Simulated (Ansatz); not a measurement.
Method: DFT, BLYP, plane waves (420 eV) with PAW, scalar-relativistic (Ansatz 0.2.0). The PAW files were generated under PBE, with cores re-solved for the functional.

An element in the diamond structure gives this curve. The cell is scaled uniformly from the relaxed one, with fractional coordinates and shape fixed. Energies are extrapolated to zero smearing, pressures are those at the given smearing. Magnetic state: spin not included.

```tsv
V (Å³/atom)	E − E₀ (meV/atom)	P (GPa)
40.384	69.4	4.43
42.220	28.6	2.62
44.055	6.6	1.16
45.891	0.0	-0.04
47.727	5.8	-1.01
49.562	21.8	-1.80
51.398	46.0	-2.43
```

Question: Which element is it?
A. bismuth
B. selenium
C. indium
D. antimony

Answer: D. Its fit is V₀ = 45.89 Å³/atom, B₀ = 27 GPa, B₀′ = 4.1.
